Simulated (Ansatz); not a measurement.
SnC:
Space group P6₃mc (No. 186); a = 3.553 Å, b = 3.553 Å, c = 5.818 Å, α = 90.00°, β = 90.00°, γ = 120.00°

```csv
atom,site,symmetry,x,y,z
Sn,2b,3m.,0.3333,0.6667,0.0003
C,2b,3m.,0.6667,0.3333,0.1247
```

This is the PBEsol-relaxed structure.

All from plane-wave PAW PBEsol (Ansatz code), unless another level is named. Estimate the electron effective mass with spin–orbit coupling.

0.087, 0.10, 0.10 mₑ (principal values).

What about the gap with spin–orbit coupling?

0.95 eV.

Next, the valence-band maximum?

at Γ.

Space group P6_3mc (wurtzite). The start of the workflow was typed in or built on a structure type; neither database checked (COD, Materials Project) lists it. Its standing as an ambient phase is unchecked. The cell was relaxed with PBEsol under the symmetry of its start; whether a distortion lowers the energy is not shown. Its formation energy is positive at this level, so the cell may be metastable or incomplete. Scalar-relativistic: spin–orbit coupling is off unless named, which matters more the heavier the elements.

Potentials: the earlier of the program's two PAW sets. The files were generated under PBE; for other functionals the program regenerates the frozen cores, and for LDA and PBEsol the local potential too.
